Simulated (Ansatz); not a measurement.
The polar optical mode of AlN at 2 GPa, worked through

Level of theory: DFT LDA, scalar-relativistic, plane waves, PAW (Ansatz). Plane waves to 420 eV; Γ-centred k mesh 10×10×10; fixed occupations. No spin polarisation. Phonons by linear response, acoustic sum rule imposed.

The cell, relaxed at 2 GPa:
```cif
data_structure
_symmetry_space_group_name_H-M 'F-43m'
_symmetry_Int_Tables_number 216
_cell_length_a 4.3288
_cell_length_b 4.3288
_cell_length_c 4.3288
_cell_angle_alpha 90.000
_cell_angle_beta 90.000
_cell_angle_gamma 90.000
_cell_volume 81.11
loop_
_atom_site_label
_atom_site_type_symbol
_atom_site_symmetry_multiplicity
_atom_site_Wyckoff_symbol
_atom_site_fract_x
_atom_site_fract_y
_atom_site_fract_z
_atom_site_occupancy
Al1 Al 4 a 0.00000 0.00000 0.00000 1
N1 N 4 c 0.25000 0.25000 0.25000 1
```

Linear response gives ν_TO = 673.1 cm⁻¹, Born charges ±2.544 e (positive on Al) and ε∞ = 4.523. The primitive cell holds 20.278 Å³, and the masses are 26.982 and 14.007 amu.

**Question.** Find ν_LO and the static dielectric constant.

**Answer.** The long-wave field adds a restoring force: ω_LO² − ω_TO² = Z*²e²/(ε_vac ε∞ μV). In these units ν_LO² − ν_TO² = 4.92064×10⁷ Z*²/(μ V ε∞) cm⁻², with μ = m₁m₂/(m₁ + m₂) = 9.220 amu: 376551 cm⁻². So ν_LO = √(673.1² + 376551) = 910.8 cm⁻¹, and the run gives 910.8. Lyddane–Sachs–Teller then gives ε0 = ε∞ (ν_LO/ν_TO)² = 8.28, against 8.28 in the run (it forms both from the same three quantities, so the match checks the arithmetic only). Between ν_TO and ν_LO the dielectric function is negative and an undamped crystal reflects fully: a reststrahlen band from 11.0 to 14.9 μm.

**Question.** What do the Clausius–Mossotti polarisability and the Szigeti charge come to?

**Answer.** With the Lorentz local field, α = (3V/4π)(ε∞ − 1)/(ε∞ + 2) = 2.61 Å³ for the pair, and e_S = 3Z*/(ε∞ + 2) = 1.17 e. The Born charge includes the electrons' response to the dipole's own local field, and e_S takes that enhancement out. The Lorentz field assumes point-like polarisable ions, a poor picture once ε∞ is this large, since the electron clouds then overlap or are shared, so both numbers are formal here.

**Question.** How strongly does a slow electron couple to the LO mode?

**Answer.** For one isotropic parabolic band, Fröhlich's constant is α_F = (1/ε∞ − 1/ε0) √(m* Ry/ħω_LO), with Ry = 13.606 eV, ħω_LO = 112.9 meV and m* in free-electron masses: α_F = 0.1004 × 10.98 × √m* = 1.10 √m*. The band mass isn't part of this run; for m* = 0.1, 0.3 and 1 it gives 0.35, 0.60, 1.10. In weak coupling the polaron lies α_F ħω_LO below the band edge (68 meV at m* = 0.3) with a mass m*(1 + α_F/6); past α_F of about 5 or 6 that expansion fails. A semilocal functional's ε∞ tends to be too large, which taken alone lowers α_F.

This zinc-blende form isn't the usual stable structure of the compound at low pressure.

Cost: 1 run of about 0.2 core-minutes, on Intel Xeon 6975P-C (Granite Rapids) (shared hosts).